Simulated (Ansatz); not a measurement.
# Relaxation path: Sc (hcp type)

DFT, LDA, PAW with Ansatz's default frozen-core files, scalar-relativistic (Ansatz 0.2.0); a Γ-centred 14×14×8 k mesh, Fermi–Dirac smearing of 0.1 eV, no spin polarisation. The run relaxes cell and atoms at a target pressure of 8.8 GPa.

Command: `ansatz run input.yaml --threads 1 --pin off --max-ram 3584MiB --backend cpu --events-out ev --progress --plain --runs-dir out` It took 21 s on 1 thread of Arm Neoverse V2, with other jobs on the host, peak memory 0.33 GiB.

PAW: frozen-core files, cutoff 420 eV; forces are relaxed below 0.005 eV/Å.

Each step lists its enthalpy F + pV a cell above the last geometry, the pressure, the cell vectors (Å), and Cartesian positions (Å) with forces (eV/Å).

The first step:

```
step 1  dH = 16.54 meV  P = 9.77 GPa
  cell 3.0454 0.0000 0.0000  -1.5227 2.6374 0.0000  0.0000 0.0000 4.9336
  Sc 0.0000 1.7583 1.2334   0.0000 0.0000 0.0000
  Sc 1.5227 0.8791 3.7002   0.0000 0.0000 0.0000
```

The PAW files were made under PBE.

The symmetry of the start is kept and no stability test is made, so the end need not be the stable phase.

Q: Where does the relaxation end, and by which steps?

A: After 4 geometries, with conventional a, b, c = 3.104, 3.104, 4.801 Å, at 20.035 Å³/atom (+1.12 % against the start) in space group P6_3/mmc, with a shortest distance of 2.996 Å. The further steps:
```
step 2  dH = 1.29 meV  P = 7.98 GPa
  cell 3.1079 0.0000 0.0000  -1.5539 2.6915 0.0000  0.0000 0.0000 4.8364
  Sc 0.0000 1.7943 1.2091   0.0000 0.0000 0.0000
  Sc 1.5539 0.8972 3.6273   0.0000 0.0000 0.0000
step 3  dH = 0.05 meV  P = 8.94 GPa
  cell 3.1046 0.0000 0.0000  -1.5523 2.6887 0.0000  0.0000 0.0000 4.7924
  Sc 0.0000 1.7925 1.1981   0.0000 0.0000 0.0000
  Sc 1.5523 0.8962 3.5943   0.0000 0.0000 0.0000
step 4  dH = 0.00 meV  P = 8.80 GPa
  cell 3.1043 0.0000 0.0000  -1.5522 2.6884 0.0000  0.0000 0.0000 4.8012
  Sc 0.0000 1.7923 1.2003   0.0000 0.0000 0.0000
  Sc 1.5522 0.8961 3.6009   0.0000 0.0000 0.0000
step 5  dH = -0.03 meV  P = 8.80 GPa  (same geometry on a basis chosen anew; earlier energies don't compare to the last digit)
  cell 3.1043 0.0000 0.0000  -1.5522 2.6884 0.0000  0.0000 0.0000 4.8012
  Sc 0.0000 1.7923 1.2003   0.0000 0.0000 0.0000
  Sc 1.5522 0.8961 3.6009   0.0000 0.0000 0.0000
```
